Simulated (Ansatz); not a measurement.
The elements of this relaxed trial crystal are hidden behind letters.

```
lattice vectors (Å)
   4.7591    0.0000    0.0000
   0.0000    4.7591    0.0000
   0.0000    0.0000   12.2009
fractional positions
X 0.0000 0.0000 0.6895
X 0.0000 0.0000 0.3105
X 0.5000 0.5000 0.0000
Z 0.5000 0.5000 0.5000
```

Computed with DFT PBE, scalar-relativistic, plane waves, PAW (Ansatz). The final run on the 4-atom cell used 420 eV, a Γ-centred 10×10×4 mesh, 0.10 eV smearing and no spin polarisation.

```
Space group                                : P4/mmm (No. 123)
Conventional cell                          : a = 4.759 Å, c = 12.201 Å
Volume per atom                            : 69.09 Å³
Density                                    : 1.69 g/cm³
Formation energy                           : +0.15 eV/atom
Gap on the 10×10×4 mesh of the 4-atom cell : 0 eV (a metal)
```

Energies are uncorrected and count from the elements' standard states at the same level.

Task: X is an s-block element of period 5 and Z is an s-block element of period 3. Which elements are they?

Result: X = Rb, Z = Mg, so the formula is Rb3Mg. Density times volume gives a mean mass of 1.69 × 69.09/1.6605 = 70.3 u per atom, and this set has 70.2 u. Among the elements that the hints allow, noble gases aside, only these give it. Rb on a site of symmetry 4mm is surrounded by 4 Mg at 4.08 Å, 5 Rb at 4.62–4.76 Å and 4 Rb at 5.07 Å; Rb on a site of symmetry 4/mmm is surrounded by 4 Rb at 4.76 Å and 8 Rb at 5.07 Å; Mg is surrounded by 8 Rb at 4.08 Å and 4 Mg at 4.76 Å.

Symmetry constrained the relaxation, so the result can be a saddle point.
